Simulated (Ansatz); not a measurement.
Relaxed InSb (zinc blende):

```
InSb
1.0
    0.00000     3.31730     3.31730
    3.31730     0.00000     3.31730
    3.31730     3.31730     0.00000
Sb In
1 1
Direct
  0.75000   0.75000   0.75000
  0.00000   0.00000   0.00000
```

The numbers are results of PBE (plane waves to 420 eV, PAW, scalar-relativistic; Ansatz, a first-principles code), not measurements. k mesh 10×10×10 (Γ-centred), Fermi-Dirac smearing 0.05 eV. With partly filled bands, energies and forces of such displacements shift with the k mesh and the smearing. At this level the bands of InSb touch or barely overlap; measurements give the solid a gap. InSb was relaxed with its symmetry unable to fall. Spin-orbit coupling is left out, though Sb is heavy.

One atom of the cell was then moved (with its periodic images), all else fixed, and the forces (eV/Å) came out as:

```tsv
atom	Fx	Fy	Fz
Sb1	0.000	0.000	0.341
In2	0.000	0.000	-0.341
```

With two atoms only their relative shift counts; take In2 as fixed.

Problem. Which atom was moved, and by which vector (Å)?

Solution. Sb1, by (0.00, 0.00, -0.06), 0.06 Å in all.

(For displaced atoms, the force is minus the slope of the energy, and its curvature is a force constant, which sets phonon frequencies.)
